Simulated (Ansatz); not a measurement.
## Diamond alloy of Si and Ge (20 of 64 Si sites exchanged), 64 atoms

Ansatz, PAW, plane waves. PBEsol relaxation of volume and atoms (shape held) at the single k point (¼, ¼, ¼) without its symmetry partners; single points on the relaxed atoms at the Γ point alone, onto which points of the small cell's zone fold. Arrangement: random. No spin–orbit coupling unless named.

Relaxed structure:

```cif
data_structure
_symmetry_space_group_name_H-M 'P 1'
_symmetry_Int_Tables_number 1
_cell_length_a 11.0001
_cell_length_b 11.0001
_cell_length_c 11.0001
_cell_angle_alpha 90.000
_cell_angle_beta 90.000
_cell_angle_gamma 90.000
_cell_volume 1331.03
loop_
_atom_site_label
_atom_site_type_symbol
_atom_site_fract_x
_atom_site_fract_y
_atom_site_fract_z
_atom_site_occupancy
Ge1 Ge 0.00291 0.99821 0.00134 1
Ge2 Ge 0.00006 0.50051 0.49875 1
Ge3 Ge 0.62045 0.12427 0.12632 1
Ge4 Ge 0.75185 0.25220 0.00290 1
Ge5 Ge 0.74782 0.75104 0.00159 1
Ge6 Ge 0.87364 0.87533 0.62185 1
Ge7 Ge 0.75151 0.99900 0.25414 1
Ge8 Ge 0.74860 0.50058 0.74493 1
Ge9 Ge 0.37513 0.12491 0.37532 1
Ge10 Ge 0.37097 0.12266 0.87509 1
Ge11 Ge 0.37484 0.62534 0.87449 1
Ge12 Ge 0.87320 0.12199 0.87212 1
Ge13 Ge 0.87779 0.62283 0.87637 1
Ge14 Ge 0.00148 0.25087 0.25137 1
Ge15 Ge 0.00244 0.25090 0.74765 1
Ge16 Ge 0.00106 0.74869 0.25103 1
Ge17 Ge 0.00531 0.75055 0.74984 1
Ge18 Ge 0.49821 0.24933 0.74597 1
Ge19 Ge 0.49905 0.75001 0.25137 1
Ge20 Ge 0.62189 0.37743 0.87665 1
Si1 Si 0.00209 0.00174 0.49805 1
Si2 Si 0.00332 0.49811 0.00247 1
Si3 Si 0.49711 0.99647 0.99907 1
Si4 Si 0.50073 0.99853 0.50167 1
Si5 Si 0.49792 0.50128 0.00421 1
Si6 Si 0.49850 0.50018 0.49914 1
Si7 Si 0.12777 0.12585 0.12591 1
Si8 Si 0.12716 0.12346 0.62273 1
Si9 Si 0.12740 0.62336 0.12446 1
Si10 Si 0.12933 0.62486 0.62389 1
Si11 Si 0.62566 0.12395 0.62235 1
Si12 Si 0.62392 0.62248 0.12681 1
Si13 Si 0.62184 0.62721 0.62175 1
Si14 Si 0.24955 0.25181 0.00247 1
Si15 Si 0.24912 0.25081 0.50067 1
Si16 Si 0.24949 0.75022 0.00115 1
Si17 Si 0.25160 0.75010 0.49971 1
Si18 Si 0.74921 0.24891 0.49881 1
Si19 Si 0.74723 0.74727 0.49749 1
Si20 Si 0.37455 0.37598 0.12652 1
Si21 Si 0.37301 0.37646 0.62206 1
Si22 Si 0.37313 0.87447 0.12410 1
Si23 Si 0.37578 0.87462 0.62463 1
Si24 Si 0.87695 0.37872 0.12746 1
Si25 Si 0.87370 0.37297 0.62138 1
Si26 Si 0.87579 0.87447 0.12676 1
Si27 Si 0.24953 0.99877 0.24807 1
Si28 Si 0.24837 0.99690 0.74652 1
Si29 Si 0.25078 0.50013 0.25012 1
Si30 Si 0.24913 0.49807 0.74844 1
Si31 Si 0.74490 0.99849 0.74775 1
Si32 Si 0.74927 0.49953 0.25028 1
Si33 Si 0.37324 0.62354 0.37589 1
Si34 Si 0.87662 0.12657 0.37825 1
Si35 Si 0.87140 0.62443 0.37418 1
Si36 Si 0.49894 0.25423 0.25154 1
Si37 Si 0.50038 0.75131 0.74800 1
Si38 Si 0.12887 0.37588 0.37512 1
Si39 Si 0.12716 0.37594 0.87689 1
Si40 Si 0.12765 0.87637 0.37627 1
Si41 Si 0.12974 0.87491 0.87567 1
Si42 Si 0.62523 0.37572 0.37578 1
Si43 Si 0.62465 0.87451 0.37907 1
Si44 Si 0.62193 0.87566 0.87349 1
```

**Question.** What are the mean bond lengths by pair (pairs within 1.2 times the sum of covalent radii, less contacts 15 % beyond the pair's median; cation–cation pairs of compounds aside; long ionic contacts are cut short by that bound)?

**Answer.** Ge–Ge 2.431 ± 0.005 Å (standard deviation, 13 bonds); Ge–Si 2.395 ± 0.007 Å (standard deviation, 54 bonds); Si–Si 2.360 ± 0.007 Å (standard deviation, 61 bonds).

**Question.** What gap lies between the top filled and the lowest empty level in the single points?

**Answer.** HSE06 1.11 eV (4.8 min on 7 threads of Neoverse-V2). An indirect band minimum needn't fold onto Γ of this cell; where it doesn't, these gaps are too wide.
